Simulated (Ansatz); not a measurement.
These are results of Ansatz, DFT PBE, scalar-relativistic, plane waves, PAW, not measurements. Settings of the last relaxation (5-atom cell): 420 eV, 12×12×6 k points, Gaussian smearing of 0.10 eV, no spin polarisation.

Formation energies are uncorrected and refer to the elements' standard structures at the same level (O₂ as a molecule).

Problem. Give a relaxed trial structure of a monoclinic metal made of Nb, O and Si, with a formation energy near −0.54 eV/atom and a density near 5.97 g/cm³, in a cell of 5 atoms.

Solution. Nb2Si2O, space group C2/m (No. 12). Around Nb lie 3 O at 2.28–2.30 Å, 3 Si at 2.64–2.73 Å, 2 Nb at 2.80 Å and 1 Si at 2.90 Å; around Si lie 3 Si at 2.33–2.35 Å, 3 Nb at 2.64–2.73 Å and 1 Nb at 2.90 Å; O has 6 Nb at 2.28–2.30 Å.

```
Nb Si O
1.0
     3.22683   -1.64779    0.00000
     3.22683    1.64779    0.00000
    -0.21084    0.00000    6.74519
Nb Si O
2 2 1
Direct
  0.68162 0.68162 0.84357
  0.31838 0.31838 0.15643
  0.65375 0.65375 0.41439
  0.34625 0.34625 0.58561
  0.00000 0.00000 0.00000
```

| Item | Value |
| --- | --- |
| Volume per atom | 14.35 Å³ |
| Density | 5.97 g/cm³ |
| Formation energy | −0.54 eV/atom |
| Gap on the 12×12×6 mesh of the 5-atom cell | 0 eV (a metal) |

The structure comes from a generated guess, relaxed at this level; another structure or a mixture of phases may lie lower. Other answers may fit too; this one was computed.

This cell was reached by moving the atoms of another relaxed cell at random and relaxing again, last within the group found; it had no such test of its own.
